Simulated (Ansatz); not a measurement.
Relaxed-ion elastic tensor of AlInSb$_{2}$ in space group R3m (No. 160; Al on 3a, In on 3a, Sb on 3a, Sb on 3a) in GPa (Voigt order), DFT-PBEsol in the program Ansatz with PAW potentials; density 5.03 g/cm³, 31.77 Å³ per atom.

```
84.8  31.5  26.8  -6.9   0.0   0.0
31.5  84.8  26.8   6.9   0.0   0.0
26.8  26.8  90.6   0.0   0.0   0.0
-6.9   6.9   0.0  21.7   0.0   0.0
 0.0   0.0   0.0   0.0  21.7  -6.9
 0.0   0.0   0.0   0.0  -6.9  26.7
```

Q: Is the crystal mechanically stable?

A: Yes: the smallest eigenvalue of C is 16.8 GPa.

Q: Work out the Voigt, Reuss and Hill averages.

A: K_V = 47.8, K_R = 47.8, K_H = 47.8; G_V = 25.7, G_R = 23.4, G_H = 24.5 GPa.

Q: Give Young's modulus, Poisson's ratio, Pugh's ratio and the universal anisotropy index.

A: E = 9KG/(3K + G) = 62.8 GPa; ν = 0.28; K/G = 1.95 (ductile by the Pugh limit of 1.75); A_U = 5G_V/G_R + K_V/K_R − 6 = 0.50.

Q: Estimate the sound speeds and the Debye temperature.

A: v_l = √((K + 4G/3)/ρ) = 4000 m/s, v_t = √(G/ρ) = 2210 m/s, mean 2460 m/s; Θ = (h/k)(3n/4πV)^(1/3) v_m = 231 K.

Q: How much does each axis shrink under pressure?

A: Linear compressibilities β_i = Σ_j S_ij (j = 1 to 3): x 7.0, y 7.0, z 6.9 per TPa.

The workflow started from a Materials Project entry (that database holds measured and hypothetical structures alike); the Crystallography Open Database copy checked does not list it. With Al and In taken as one species the cell has the higher symmetry F-43m, so it may be an ordered model of a mixed-site phase. Its standing as an ambient phase is unchecked. The PBEsol relaxation kept the symmetry of its start; of distortions, only those at the zone centre were tested. Spin–orbit coupling is left out wherever it is not named.

Potentials: the later of the program's two PAW sets.
